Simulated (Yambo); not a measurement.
Yambo run on C (space group C2/m, No. 12, within 0.06 Å of R-3m). The wavefunctions come from this Quantum ESPRESSO step (PBEsol, PseudoDojo standard norm-conserving files, scalar-relativistic):

```
&CONTROL
  calculation = 'nscf'
  pseudo_dir = './pseudo'
  outdir = './out'
/
&SYSTEM
  ibrav = 0
  nat = 2
  ntyp = 1
  ecutwfc = 82.0
  ecutrho = 328.0
  occupations = 'fixed'
  force_symmorphic = .true.
  nbnd = 69
/
&ELECTRONS
  conv_thr = 2e-09
  diago_full_acc = .true.
  diago_thr_init = 1e-08
/
ATOMIC_SPECIES
C 12.0110 C.upf
CELL_PARAMETERS angstrom
  2.127320000000  -1.228280000000   0.000000000000
  2.127320000000   1.228280000000   0.000000000000
 -1.379069000000   0.000000000000   3.502835000000
ATOMIC_POSITIONS crystal
C   0.833360000000   0.833360000000   0.000090000000
C   0.166640000000   0.166640000000   0.999910000000
K_POINTS automatic
6 6 4 0 0 0
```

Yambo input:

```
rim_cut
gw0
dyson
el_el_corr
HF_and_locXC
ppa
em1d
RandQpts= 1000000
RandGvec= 1 Ry
EXXRLvcs= 82 Ry
VXCRLvcs= 328 Ry
Chimod= "HARTREE"
% BndsRnXp
 1 | 68 |
%
NGsBlkXp= 14 Ry
% LongDrXp
 1.0 | 1.0 | 1.0 |
%
PPAPntXp= 27.2114 eV
% GbndRnge
 1 | 68 |
%
GTermKind= "BG"
DysSolver= "n"
ExtendOut
% QPkrange
 1 | 1 | 4 | 5 |
 12 | 12 | 4 | 5 |
 14 | 14 | 4 | 5 |
 42 | 42 | 4 | 5 |
 44 | 44 | 4 | 5 |
 45 | 45 | 4 | 5 |
 47 | 47 | 4 | 5 |
%
```

k points by index: 1 = Γ, 12 = (0, -0.5, 0), 14 = (0, -0.5, -0.5), 42 = (0.333, -0.333, 0), 44 = (0.333, -0.333, -0.5), 45 = (-0.5, -0.5, 0), 47 = (-0.5, -0.5, -0.5).

Table of the .qp output:

```
#    K-point    Band    Eo [eV]    E [eV]    E-Eo [eV]    Vxc [eV]    Vnlxc [eV]    Sc|Eo [eV]    Sc|E [eV]    dSc/dw|Eo [eV]    Re(Z)    Im(Z)
#
    1    4    -2.732417    -3.247741    -0.515324    -17.31099    -21.18771    3.215082    3.361400    -7.724463    0.778894    -0.001307
    1    5    3.946180    3.681323    -0.264857    -7.520386    -3.339423    -4.501397    -4.445820    -5.712410    0.826495    -0.001074
    12    4    -1.853548    -2.061593    -0.208046    -14.06321    -15.85335    1.520761    1.582096    -8.018989    0.772382    -0.001426
    12    5    2.200654    2.378222    0.177568    -13.56571    -8.958849    -4.379607    -4.429294    -7.609672    0.781461    -0.001422
    14    4    -2.449214    -2.729669    -0.280454    -13.52799    -15.71258    1.825385    1.904134    -7.645103    0.780662    0.002394
    14    5    1.558444    1.660272    0.101828    -12.75743    -8.473853    -4.154470    -4.181749    -7.282669    0.788869    -0.001353
    42    4    0.000000    -0.037937    -0.037937    -13.73676    -13.59731    -0.188026    -0.177388    -7.624220    0.781135    -0.001344
    42    5    0.501166    0.550023    0.048858    -14.18211    -11.25782    -2.861525    -2.875432    -7.736467    0.778626    -0.001353
    44    4    -0.043319    -0.085091    -0.041773    -13.68655    -13.55606    -0.183958    -0.172265    -7.611530    0.781419    -0.001344
    44    5    0.475092    0.521295    0.046203    -14.17299    -11.27083    -2.842809    -2.855960    -7.736521    0.778625    -0.001354
    45    4    -2.408112    -2.681010    -0.272898    -13.56220    -15.72921    1.813462    1.894110    -8.039631    0.771931    -0.001045
    45    5    1.607027    1.715412    0.108385    -12.80631    -8.496645    -4.172183    -4.201283    -7.299325    0.788489    -0.001345
    47    4    -1.898273    -2.111141    -0.212868    -14.01927    -15.83185    1.537186    1.599711    -7.988164    0.773056    -0.001941
    47    5    2.143669    2.316026    0.172357    -13.49603    -8.921293    -4.354365    -4.402377    -7.575427    0.782230    -0.001348
```
(The two width columns are left out.) Convergence of these settings isn't established.

Geometry of the Materials Project entry, not relaxed at this level.

This is not the ordinary phase of the substance; no match was found in the copy of COD used, and its stability was not checked.

The distance between layers or molecules is the database entry's, not relaxed here. Functionals without dispersion can leave it too large, which widens gaps and weakens the response across layers: the numbers belong to this cell.
